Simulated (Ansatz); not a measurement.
Cu:
```yaml
crystal:
  lattice:
    - [-1.44612, 1.44612, 1.35826]
    - [1.44612, -1.44612, 1.35826]
    - [1.44612, 1.44612, -1.35826]
  atoms:
    - { symbol: Cu, position: [0.00000, 0.00000, 0.00000] }
```

Relaxed with PBEsol. Special points in fractions of this cell's reciprocal vectors: Γ (0.000, 0.000, 0.000); X (0.000, 0.000, 0.500); M (-0.500, 0.500, 0.500); Z (0.471, 0.471, -0.471); Z0 (-0.471, 0.529, 0.471); P (0.250, 0.250, 0.250); N (0.000, 0.500, 0.000).

Q: List the band energies nearest the Fermi level at these points for DFT-PBEsol in the program Ansatz with PAW potentials.

A: In eV from the Fermi level; about four levels below and three above (degenerate sets whole), none deeper than 8.9 eV; … stands for higher levels left out; points with the same levels are listed once.

| k | below | above |
|---|---|---|
| Γ | -3.12 -3.12 -2.29 -2.00 | … |
| X | -2.37 -2.08 -1.37 -1.09 | 4.08 … |
| M | -4.83 -1.54 -1.54 -1.48 | 7.48 7.48 … |
| Z | -4.81 -1.59 -1.59 -1.49 | 7.61 7.61 … |
| P | -3.99 -3.99 -3.86 -2.04 -1.92 | 6.33 … |
| N | -2.16 -1.88 -1.34 -0.60 | 4.78 … |

Space group I4/mmm (body-centred tetragonal). The workflow started from a Materials Project entry (that database holds measured and hypothetical structures alike); the Crystallography Open Database copy checked does not list it. It is not the phase usual at ambient conditions (space group No. 225). Symmetry was held in the PBEsol relaxation. At this level the phase is mechanically unstable. No spin polarisation was allowed.

Potentials: the later of the program's two PAW sets.
